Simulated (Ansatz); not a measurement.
FeS₂:
```cif
data_Fe2S4
_chemical_formula_sum 'Fe2 S4'
_space_group_name_H-M_alt 'P 1'
_space_group_IT_number 1
_cell_length_a 4.43877
_cell_length_b 5.40953
_cell_length_c 3.38957
_cell_angle_alpha 90.000
_cell_angle_beta 90.000
_cell_angle_gamma 90.000
loop_
_space_group_symop_operation_xyz
  'x, y, z'
loop_
_atom_site_label
_atom_site_type_symbol
_atom_site_fract_x
_atom_site_fract_y
_atom_site_fract_z
_atom_site_occupancy
Fe1 Fe 0.00000 0.00000 0.00000 1
Fe2 Fe 0.50000 0.50000 0.50000 1
S1 S 0.20626 0.37517 0.00000 1
S2 S 0.79374 0.62483 0.00000 1
S3 S 0.70626 0.12483 0.50000 1
S4 S 0.29374 0.87517 0.50000 1
```

Relaxed with PBE.

Task: Tabulate the valence density and the electron localisation function along the shortest S–S contact (2.28 Å), the program Ansatz at the PBE level (PAW).

Result: 

| distance from S (Å) | density (e/Å³) | ELF |
|---|---|---|
| 0.23 | 0.38 | 0.04 |
| 0.34 | 0.72 | 0.21 |
| 0.46 | 0.99 | 0.49 |
| 0.57 | 1.11 | 0.71 |
| 0.68 | 1.07 | 0.81 |
| 0.80 | 0.96 | 0.83 |
| 0.91 | 0.83 | 0.81 |
| 1.02 | 0.73 | 0.77 |
| 1.14 | 0.70 | 0.75 |
| 1.25 | 0.73 | 0.77 |
| 1.37 | 0.83 | 0.81 |
| 1.48 | 0.96 | 0.83 |
| 1.59 | 1.07 | 0.81 |
| 1.71 | 1.11 | 0.71 |
| 1.82 | 0.99 | 0.49 |
| 1.93 | 0.72 | 0.21 |
| 2.05 | 0.38 | 0.04 |

The density is the valence pseudo-density with augmentation charge, so density and ELF within about 1 Å of a nucleus are not all-electron values.

Space group Pnnm. The PBE relaxation kept the symmetry of its start; phonons on a q-mesh show no instability. The workflow began spin-polarised and lost its moments.

Potentials: the later of the program's two PAW sets.
